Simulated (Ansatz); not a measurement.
Profile along the Pt–Pt line in Pt (fcc, Cu type)

Pt (fcc, Cu type)

```
CELL_PARAMETERS angstrom
      0.00000     1.95907     1.95907
      1.95907     0.00000     1.95907
      1.95907     1.95907     0.00000
ATOMIC_POSITIONS crystal
  Pt 0.00000 0.00000 0.00000
```

Fields along a shortest Pt–Pt line of a {110} plane (2.77 Å), from Pt to Pt, interpolated on the slice's grid (step about 0.2 Å). The numbers are results of PBEsol (plane waves to 420 eV, PAW, scalar-relativistic; Ansatz, a quantum-chemistry and plane-wave program), not measurements. k mesh 20×20×20. These are valence fields of a PAW run, semicore shells included where kept as valence: close to a nucleus they are smooth pseudo fields. Pt is run without spin polarisation. Pt was relaxed with its symmetry unable to fall. Spin-orbit coupling is left out, though Pt is heavy. The PAW data are Ansatz's earlier set.

| distance from Pt (Å) | valence electron density (e/Å³) | electron localisation function |
|---|---|---|
| 0.00 | 11.80 | x |
| 0.14 | 11.37 | x |
| 0.28 | 10.21 | x |
| 0.42 | 8.38 | x |
| 0.55 | 6.06 | 0.56 |
| 0.69 | 3.64 | 0.52 |
| 0.83 | 1.82 | 0.44 |
| 0.97 | 0.92 | 0.34 |
| 1.11 | 0.58 | 0.28 |
| 1.25 | 0.42 | 0.28 |
| 1.39 | 0.38 | 0.28 |
| 1.52 | 0.42 | 0.28 |
| 1.66 | 0.58 | 0.28 |
| 1.80 | 0.92 | 0.34 |
| 1.94 | 1.82 | 0.44 |
| 2.08 | 3.64 | 0.52 |
| 2.22 | 6.06 | 0.56 |
| 2.35 | 8.38 | x |
| 2.49 | 10.21 | x |
| 2.63 | 11.37 | x |
| 2.77 | 11.80 | x |

x: too close to a nucleus for the ELF to mean much.

Density on the Pt–Pt line (2.77 Å) at its midpoint: 0.38 e/Å³. ELF at that point: 0.3.
